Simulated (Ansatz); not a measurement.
Be:
```yaml
crystal:
  lattice:
    - [-1.25013, 1.25013, 1.25013]
    - [1.25013, -1.25013, 1.25013]
    - [1.25013, 1.25013, -1.25013]
  atoms:
    - { symbol: Be, position: [0.00000, 0.00000, 0.00000] }
```

Relaxed with r²SCAN.

Q: Map the valence electron density (e/Å³), cut off at 0.3 on the plane through (0.000, 0.000, 0.000) spanned by u = [1, 1, 0] and v = [1, -1, 0] in lattice vectors, from r²SCAN in the plane-wave PAW code Ansatz.

A: x is the fraction of u, y of v (the angle between them is 90°; rows are the nearest grid lines); atoms in the plane: Be at (0.00, 0.00), Be at (0.50, 0.50).
```
| .=#@@@@@@@@@#=. |
|.:+#@@@@@@@@@#+:.|
|+*#%@@@@@@@@@%#*+|
|%%@@@@@@@@@@@@@%%|
|@@@@@@@@@@@@@@@@@|
|@@@@@@@@@@@@@@@@@|
|@@@@@@@%%%@@@@@@@|
|@@@@@%#*+*#%@@@@@|
|@@@@@#+:.:+#@@@@@|
|@@@@@#=. .=#@@@@@|
|@@@@@#+:.:+#@@@@@|
|@@@@@%#*+*#%@@@@@|
|@@@@@@@%%%@@@@@@@|
|@@@@@@@@@@@@@@@@@|
|@@@@@@@@@@@@@@@@@|
|%%@@@@@@@@@@@@@%%|
|+*#%@@@@@@@@@%#*+|
|.:+#@@@@@@@@@#+:.|
| .=#@@@@@@@@@#=. |
```
Scale: ten equal steps from 0.049 (start of ' ') to 0.272 (end of '@'), in the order ' .:-=+*#%@'; x runs from 0.000 to 1.00, y from 0.000 (bottom) to 1.00 (top).

The density is the valence pseudo-density with augmentation charge, so density and ELF within about 1 Å of a nucleus are not all-electron values.

Space group Im-3m (bcc (W type)). The workflow started from a Materials Project entry (that database holds measured and hypothetical structures alike); the Crystallography Open Database copy checked does not list it. It is not the phase usual at ambient conditions (space group No. 194). The cell was relaxed with r²SCAN under the symmetry of its start; its stability against distortions is not shown here.

Potentials: the later of the program's two PAW sets.
